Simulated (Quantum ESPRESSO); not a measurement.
```
GaP
1.0
    0.00000     2.71997     2.71997
    2.71997     0.00000     2.71997
    2.71997     2.71997     0.00000
P Ga
1 1
Direct
  0.75000   0.75000   0.75000
  0.00000   0.00000   0.00000
```

Cell and atoms were relaxed with PBEsol from Materials Project entry mp-2490, within its symmetry.

**Question.** What does PBEsol (pw.x of Quantum ESPRESSO, ONCV potentials, no spin-orbit coupling) give for the electronic structure near the Fermi level?

**Answer.** The PBEsol gap is indirect, 1.47 eV, from Γ to 82 % of the way from Γ to X; the smallest direct gap is 1.78 eV. Spin-orbit splittings are left out.
